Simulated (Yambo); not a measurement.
Excitons in K2S at -0.7 % isotropic strain

```xyz
3
Lattice="0.0000 3.6415 3.6415 3.6415 0.0000 3.6415 3.6415 3.6415 0.0000" Properties=species:S:1:pos:R:3 pbc="T T T"
S      0.0000     0.0000     0.0000
K      5.4623     5.4623     5.4623
K      1.8208     1.8208     1.8208
```

The PBEsol cell relaxed from Materials Project entry mp-1022 was given an isotropic strain of -0.7 % on all lattice vectors, and the atoms were relaxed again.

BSE in Yambo on PBEsol (Quantum ESPRESSO, PseudoDojo norm-conserving, 74 Ry, without SOC) bands: 8×8×8 mesh, 3 valence and 6 conduction bands, static screening with 47 bands and a 4 Ry block, scissor 1.84 eV, Tamm-Dancoff; field along x.

| state | energy (eV) | states within 2 meV | relative strength | class | main transitions |
|---|---|---|---|---|---|
| 1 | 3.93 | 3 | 1.00 | strong | several band pairs |
| 2 | 4.23 | 3 | < 0.01 | dark | several band pairs |
| 3 | 4.25 | 3 | 0.29 | strong | several band pairs |
| 4 | 4.37 | 3 | < 0.01 | dark | several band pairs |
| 5 | 4.41 | 2 | < 0.01 | dark | several band pairs |
| 6 | 4.44 | 3 | < 0.01 | dark | several band pairs |
| 7 | 4.49 | 3 | 0.53 | strong | several band pairs |

These are vertical excitations (zero momentum); the indirect quasiparticle gap, about 4.28 eV, is smaller than the direct one (4.49 eV on the GW mesh). The direct quasiparticle gap on this mesh is 4.49 eV; counted from there, state 1 is bound by 0.55 eV. Convergence with the mesh was not shown.

States at or above the direct gap are the continuum as this mesh samples it, not bound excitons.

Spin singlets only. Strengths are relative to the strongest of the lowest states of this run; strong means a line over 3 % of the spectrum's maximum, dark under 0.03 %. Absolute energies carry the error of the G0W0 scissor, whose convergence isn't established.
